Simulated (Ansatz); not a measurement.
W:
Space group Im-3m (No. 229); a = 3.169 Å, b = 3.169 Å, c = 3.169 Å, α = 90.00°, β = 90.00°, γ = 90.00°

| atom | site | symmetry | x | y | z |
|---|---|---|---|---|---|
| W | 2a | m-3m | 0.0000 | 0.0000 | 0.0000 |
(The calculation used a cell of 1 atom; values per cell refer to that cell.)

Relaxed with r²SCAN.

**Question.** Which orbitals make up the states near the Fermi level in plane-wave PAW r²SCAN (Ansatz code)?

**Answer.** Within 0.5 eV of the Fermi level: W 5d 87 %, outside the projected shells 9 %. Projections are on Löwdin-orthogonalised atomic valence shells; empty p or d shells of many metals are not among them.

**Question.** Tabulate the density of states.

**Answer.** States/eV per cell of 1 atom, in 0.25 eV bins, energy from the Fermi level.

```tsv
E (eV)	total	W 5d	W 6s	W 5p
-7.85	0.11	0.01	0.09	0.00
-7.60	0.13	0.01	0.10	0.00
-7.35	0.15	0.02	0.11	0.00
-7.10	0.17	0.03	0.13	0.01
-6.85	0.21	0.05	0.14	0.01
-6.60	0.34	0.14	0.18	0.01
-6.35	0.59	0.34	0.23	0.01
-6.10	0.60	0.36	0.21	0.01
-5.85	0.67	0.45	0.20	0.01
-5.60	0.74	0.54	0.18	0.01
-5.35	0.82	0.63	0.16	0.01
-5.10	0.96	0.79	0.15	0.01
-4.85	1.11	0.95	0.14	0.02
-4.60	0.86	0.75	0.09	0.01
-4.35	0.46	0.42	0.03	0.01
-4.10	0.34	0.32	0.01	0.00
-3.85	0.50	0.48	0.01	0.01
-3.60	1.55	1.51	0.01	0.02
-3.35	1.92	1.86	0.01	0.02
-3.10	1.27	1.22	0.02	0.01
-2.85	1.08	1.02	0.04	0.01
-2.60	1.08	0.99	0.05	0.01
-2.35	1.28	1.13	0.09	0.02
-2.10	1.85	1.58	0.16	0.02
-1.85	1.29	1.10	0.11	0.01
-1.60	0.98	0.85	0.07	0.01
-1.35	0.67	0.55	0.05	0.01
-1.10	0.40	0.31	0.04	0.00
-0.85	0.36	0.27	0.03	0.00
-0.60	0.34	0.26	0.02	0.00
-0.35	0.34	0.27	0.02	0.00
-0.10	0.35	0.29	0.01	0.00
0.15	0.44	0.38	0.01	0.00
0.40	0.61	0.57	0.02	0.00
0.65	0.64	0.61	0.02	0.00
0.90	0.68	0.65	0.02	0.00
1.15	0.74	0.71	0.01	0.00
1.40	0.82	0.79	0.01	0.00
1.65	0.94	0.90	0.01	0.00
1.90	1.03	0.99	0.01	0.00
2.15	1.01	0.98	0.01	0.00
2.40	1.06	1.03	0.01	0.00
2.65	1.05	1.02	0.01	0.00
2.90	1.06	1.03	0.02	0.00
3.15	1.33	1.29	0.03	0.00
3.40	2.84	2.70	0.10	0.00
3.65	1.27	1.13	0.10	0.00
3.90	0.93	0.72	0.15	0.00
4.15	0.62	0.47	0.10	0.00
4.40	0.54	0.40	0.09	0.00
4.65	0.48	0.35	0.07	0.00
```

Symmetry was held in the r²SCAN relaxation. The run is not spin-polarised. Scalar-relativistic: spin–orbit coupling is off unless named, which matters more the heavier the elements.

Potentials: the earlier of the program's two PAW sets.
